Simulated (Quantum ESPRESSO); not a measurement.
# Ag5Nb2Ta: input and log of a self-consistent run

Computed values, not a measurement. The program is pw.x of Quantum ESPRESSO 7.5 (plane-wave density functional theory). The cell is made up: eight metal atoms on a hexagonal close-packed lattice, with elements, volume, strain and displacements drawn at random and not relaxed, so it may be unstable or far from any real phase. PseudoDojo standard norm-conserving files set the functional (PBE unless stated); there is no spin polarisation or spin-orbit coupling, the Fermi-Dirac width of 0.25 eV means electrons at about 2900 K, and the masses in the input are unused placeholders. Heavy elements are run without spin-orbit coupling, which real alloys of them have. A spin test at this wide smearing found no moment, but such smearing suppresses magnetism that the real alloy may have.

Input:

```
&control calculation='scf', pseudo_dir='./dojo.nc.sr.pbe.v0_5.standard.upf', outdir='./o', disk_io='minimal', tprnfor=.true., tstress=.true. /
&system ibrav=0, nat=8, ntyp=3, nbnd=79, ecutwfc=82.02448710, nosym=.true., tot_charge=0,
 occupations='smearing', smearing='fd', degauss=0.0183746611
/
&electrons conv_thr=1.470e-08, electron_maxstep=70, mixing_beta=0.5 /
ATOMIC_SPECIES
Ag 1.0 Ag.upf
Nb 1.0 Nb.upf
Ta 1.0 Ta.upf
CELL_PARAMETERS angstrom
-0.0265 5.1071 0.0086
2.9268 -0.007 4.8057
2.9222 -0.0236 -4.8029
ATOMIC_POSITIONS angstrom
Ag -0.038 0.028 -0.0001
Nb 2.8761 -0.01 0.0209
Ag 2.921 1.6869 -2.4132
Ta 2.8966 1.6661 2.4115
Ag 1.3748 2.5378 0.0048
Nb 4.3849 2.5095 0.0003
Ag 1.416 4.2103 -2.3313
Ag 1.4007 4.2075 2.4279
K_POINTS automatic
5 5 5 1 1 1
```

The log is shortened where brackets say so; the opening notice, blank lines, dates and the lines on written files are dropped, and the path of the files is cut. It prints rydbergs, bohrs and kilobars, and counts compression as positive stress. Its total energy is the free energy E - TS of the whole cell.

```
     Program PWSCF v.7.5
     Parallel version (MPI & OpenMP), running on       4 processor cores
     Number of MPI processes:                 4
     Threads/MPI process:                     1
     [start-up lines left out]
     bravais-lattice index     =            0
     lattice parameter (alat)  =       9.6512  a.u.
     unit-cell volume          =     968.4329 (a.u.)^3
     number of atoms/cell      =            8
     number of atomic types    =            3
     number of electrons       =       134.00
     number of Kohn-Sham states=           79
     kinetic-energy cutoff     =      82.0245  Ry
     charge density cutoff     =     328.0979  Ry
     scf convergence threshold =      1.5E-08
     mixing beta               =       0.5000
     number of iterations used =            8  plain     mixing
     Exchange-correlation= PBE
                           (   1   4   3   4   0   0   0)
     [axes and pseudopotential details left out]
   Cartesian axes
     site n.     atom                  positions (alat units)
         1        Ag     tau(   1) = (  -0.0074405   0.0054825  -0.0000196  )
         2        Nb     tau(   2) = (   0.5631488  -0.0019580   0.0040923  )
         3        Ag     tau(   3) = (   0.5719403   0.3303000  -0.4725116  )
         4        Ta     tau(   4) = (   0.5671628   0.3262273   0.4721788  )
         5        Ag     tau(   5) = (   0.2691899   0.4969087   0.0009399  )
         6        Nb     tau(   6) = (   0.8585762   0.4913674   0.0000587  )
         7        Ag     tau(   7) = (   0.2772569   0.8243891  -0.4564754  )
         8        Ag     tau(   8) = (   0.2742612   0.8238408   0.4753899  )
     number of k points=    63  Fermi-Dirac smearing, width (Ry)=  0.0184
                       cart. coord. in units 2pi/alat
        k(    1) = (   0.1751622   0.1009108  -0.0002582), wk =   0.0320000
        k(    2) = (   0.3498530   0.1019964  -0.1066480), wk =   0.0320000
     [further k points left out]
     Dense  grid:    97243 G-vectors     FFT dimensions: (  60,  64,  64)
     Estimated max dynamical RAM per process >     411.88 MB
     Estimated total dynamical RAM >       1.54 GB
     Initial potential from superposition of free atoms
     starting charge     133.9921, renormalised to     134.0000
     Starting wfcs are   80 randomized atomic wfcs
     total cpu time spent up to now is       12.9 secs
     per-process dynamical memory:   337.8 Mb
     Self-consistent Calculation
     iteration #  1     ecut=    82.02 Ry     beta= 0.50
     Davidson diagonalization with overlap
     ethr =  1.00E-02,  avg # of iterations =  5.1
     total cpu time spent up to now is       45.3 secs
     total energy              =   -1928.68151263 Ry
     estimated scf accuracy    <       1.55530678 Ry
     iteration #  2     ecut=    82.02 Ry     beta= 0.50
     Davidson diagonalization with overlap
     ethr =  1.16E-03,  avg # of iterations =  3.4
     total cpu time spent up to now is       72.7 secs
     total energy              =   -1928.73723944 Ry
     estimated scf accuracy    <       4.52462791 Ry
     iteration #  3     ecut=    82.02 Ry     beta= 0.50
     Davidson diagonalization with overlap
     ethr =  1.16E-03,  avg # of iterations =  3.0
     total cpu time spent up to now is       96.7 secs
     total energy              =   -1929.17393559 Ry
     estimated scf accuracy    <       1.80115790 Ry
     iteration #  4     ecut=    82.02 Ry     beta= 0.50
     Davidson diagonalization with overlap
     ethr =  1.16E-03,  avg # of iterations =  2.0
     total cpu time spent up to now is      118.4 secs
     total energy              =   -1929.32686282 Ry
     estimated scf accuracy    <       0.18305500 Ry
     iteration #  5     ecut=    82.02 Ry     beta= 0.50
     Davidson diagonalization with overlap
     ethr =  1.37E-04,  avg # of iterations =  2.2
     total cpu time spent up to now is      140.9 secs
     total energy              =   -1929.34499523 Ry
     estimated scf accuracy    <       0.18521663 Ry
     [iterations 6 to 10 left out]
     iteration # 11     ecut=    82.02 Ry     beta= 0.50
     Davidson diagonalization with overlap
     ethr =  9.42E-10,  avg # of iterations =  2.9
     total cpu time spent up to now is      284.8 secs
     total energy              =   -1929.36479224 Ry
     estimated scf accuracy    <       0.00000025 Ry
     iteration # 12     ecut=    82.02 Ry     beta= 0.50
     Davidson diagonalization with overlap
     ethr =  1.86E-10,  avg # of iterations =  2.1
     total cpu time spent up to now is      306.4 secs
     total energy              =   -1929.36479227 Ry
     estimated scf accuracy    <       0.00000004 Ry
     iteration # 13     ecut=    82.02 Ry     beta= 0.50
     Davidson diagonalization with overlap
     ethr =  2.69E-11,  avg # of iterations =  2.4
     total cpu time spent up to now is      330.2 secs
     total energy              =   -1929.36479226 Ry
     estimated scf accuracy    <       0.00000009 Ry
     iteration # 14     ecut=    82.02 Ry     beta= 0.50
     Davidson diagonalization with overlap
     ethr =  2.69E-11,  avg # of iterations =  2.1
     total cpu time spent up to now is      351.8 secs
     total energy              =   -1929.36479227 Ry
     estimated scf accuracy    <       0.00000003 Ry
     iteration # 15     ecut=    82.02 Ry     beta= 0.50
     Davidson diagonalization with overlap
     ethr =  1.94E-11,  avg # of iterations =  1.0
     total cpu time spent up to now is      371.9 secs
     End of self-consistent calculation
     [lines on levels left out]
!    total energy              =   -1929.36479228 Ry
     estimated scf accuracy    <          7.2E-10 Ry
     smearing contrib. (-TS)   =      -0.10473764 Ry
     internal energy E=F+TS    =   -1929.26005464 Ry
     The total energy is F=E-TS. E is the sum of the following terms:
     one-electron contribution =    -724.54646055 Ry
     hartree contribution      =     434.33996482 Ry
     xc contribution           =    -313.07478460 Ry
     ewald contribution        =   -1325.97877431 Ry
     convergence has been achieved in  15 iterations
     Forces acting on atoms (cartesian axes, Ry/au):
     atom    1 type  1   force =     0.00250078   -0.00819647    0.00586588
     atom    2 type  2   force =     0.02301293    0.02725033    0.02434452
     atom    3 type  1   force =    -0.00292052   -0.00765748    0.00885175
     atom    4 type  3   force =    -0.00073040   -0.00472899   -0.03063243
     atom    5 type  1   force =     0.01586438    0.00346172    0.00261880
     atom    6 type  2   force =    -0.03020528   -0.01654974    0.00427931
     atom    7 type  1   force =    -0.00811322    0.00041534   -0.01007292
     atom    8 type  1   force =     0.00059132    0.00600530   -0.00525492
     Total force =     0.069181     Total SCF correction =     0.000125
     Computing stress (Cartesian axis) and pressure
          total   stress  (Ry/bohr**3)                   (kbar)     P=        1.09
   0.00019477  -0.00001235   0.00014105           28.65       -1.82       20.75
  -0.00001235  -0.00013767  -0.00003857           -1.82      -20.25       -5.67
   0.00014105  -0.00003857  -0.00003495           20.75       -5.67       -5.14
     init_run     :     11.19s CPU     11.93s WALL (       1 calls)
     electrons    :    346.46s CPU    358.96s WALL (       1 calls)
     forces       :      3.85s CPU      3.87s WALL (       1 calls)
     stress       :     14.64s CPU     14.64s WALL (       1 calls)
     [timing details left out]
     PWSCF        :   6m17.15s CPU   6m30.57s WALL
     JOB DONE.
```

In other units: free energy -26250.345 eV for the cell, pressure 0.11 GPa, largest force component 0.788 eV/Å in size. The run took 393 s of wall time with four MPI processes on a shared machine (AMD EPYC, older, virtual cores), so the time is rough. A rerun of this cell at a higher cutoff and on a denser mesh moved values by no more than 0.006 eV in energy, 0.13 GPa in stress and 0.005 eV/Å in force, and a second program with other atomic files agreed on that cell to 2 % rms in force and 0.5 GPa in pressure.